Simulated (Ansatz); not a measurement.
GaP:
```
GaP
1.0
    0.00000     2.71944     2.71944
    2.71944     0.00000     2.71944
    2.71944     2.71944     0.00000
Ga P
1 1
Direct
  0.00000   0.00000   0.00000
  0.75000   0.75000   0.75000
```

Relaxed with PBEsol. Special points in fractions of this cell's reciprocal vectors: Γ (0.000, 0.000, 0.000); X (0.500, 0.000, 0.500); U (0.625, 0.250, 0.625); K (0.375, 0.375, 0.750); L (0.500, 0.500, 0.500); W (0.500, 0.250, 0.750).

### Question
List the band energies nearest the valence-band maximum at these points for PBEsol with spin–orbit coupling (plane waves, PAW; program Ansatz).

### Answer
In eV from the valence-band maximum; about four levels below and three above (degenerate sets whole), none deeper than 8.9 eV; points with the same levels are listed once.

| k | below | above |
|---|---|---|
| Γ | 0.00 0.00 0.00 0.00 | 1.77 1.77 3.67 3.67 |
| X | -2.78 -2.78 -2.75 -2.75 | 1.47 1.47 1.68 1.68 |
| U | -4.07 -4.05 -2.33 -2.33 | 2.03 2.04 4.70 4.70 |
| L | -1.20 -1.20 -1.13 -1.13 | 1.57 1.57 4.58 4.58 |
| W | -3.70 -3.68 -3.56 -3.51 | 4.57 4.57 4.81 |

Space group F-43m (zinc blende). The PBEsol relaxation kept the symmetry of its start.

Potentials: the earlier of the program's two PAW sets. The files were generated under PBE; for other functionals the program regenerates the frozen cores, and for LDA and PBEsol the local potential too.
